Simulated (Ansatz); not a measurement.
GaAs:
```cif
data_As2Ga2
_chemical_formula_sum 'Ga2 As2'
_space_group_name_H-M_alt 'I-4m2'
_space_group_IT_number 119
_space_group_name_Hall 'I -4 -2'
_cell_length_a 5.07392
_cell_length_b 5.07392
_cell_length_c 2.84147
_cell_angle_alpha 90.000
_cell_angle_beta 90.000
_cell_angle_gamma 90.000
loop_
_atom_site_label
_atom_site_type_symbol
_atom_site_symmetry_multiplicity
_atom_site_Wyckoff_symbol
_atom_site_fract_x
_atom_site_fract_y
_atom_site_fract_z
_atom_site_occupancy
Ga1 Ga 2 c 0.00000 0.50000 0.25000 1
As1 As 2 a 0.00000 0.00000 0.00000 1
```
(The calculation used a cell of 2 atoms; values per cell refer to that cell.)

Relaxed at zero pressure with plane-wave PAW PBEsol (Ansatz code).

### Question
The volume is raised by 9 % and shape and atoms relax at that volume. What pressure results, and how do the axes share the change?

### Answer
-5.4 GPa; a 2.3 %, b 2.3 %, c 4.1 %; the energy rises by 30 meV/atom.

### Question
Give the new structure.

### Answer

Space group I-4m2 (No. 119); a = 5.192 Å, b = 5.192 Å, c = 2.958 Å, α = 90.00°, β = 90.00°, γ = 90.00°

| atom | site | symmetry | x | y | z |
|---|---|---|---|---|---|
| Ga | 2c | -4m2 | 0.0000 | 0.5000 | 0.2500 |
| As | 2a | -4m2 | 0.0000 | 0.0000 | 0.0000 |

The phase is kept; no other phase was compared at this pressure.

The first step of the workflow began from a Materials Project structure, measured or hypothetical; the Crystallography Open Database copy checked does not list it. It is not the phase usual at ambient conditions (space group No. 216). Symmetry was held in the PBEsol relaxation; its stability against distortions is not shown here.

Potentials: the later of the program's two PAW sets.
